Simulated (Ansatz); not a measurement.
In DFT-r²SCAN in the program Ansatz with PAW potentials, SiC in the hexagonal phase (P6_422; Si on 3c, C on 3d) relaxes to a = 3.073 Å, c = 7.039 Å. Its formation energy from the elements is 0.34 eV/atom, with no fitted shifts.

The Kohn–Sham gap is 1.18 eV (indirect). The valence maximum lies at Γ and the conduction minimum at M (3 equivalent valleys). The screened hybrid HSE06 puts the gap at 1.65 eV. The electron mass is 0.18, 0.44, 0.64 mₑ (principal values). The hole mass is 0.38, 0.38, 3.8 mₑ (principal values).

The bulk modulus is 230 GPa. The relaxed-ion elastic constants in GPa are C11 = 473, C12 = 85.0, C13 = 89.9, C33 = 642, C44 = 214. The elastic constants imply a Debye temperature near 1200 K. Bader charges are Si +2.75, C -2.75 e.

The start of the workflow was typed in or built on a structure type; neither database checked (COD, Materials Project) lists it. It is not the phase usual at ambient conditions (space group No. 186, 216). The cell was relaxed with r²SCAN under the symmetry of its start; whether a distortion lowers the energy is not shown. Its formation energy is positive at this level, so the cell may be metastable or incomplete. The references are the lowest solids computed at this level, not always the standard phases.

Potentials: the later of the program's two PAW sets.
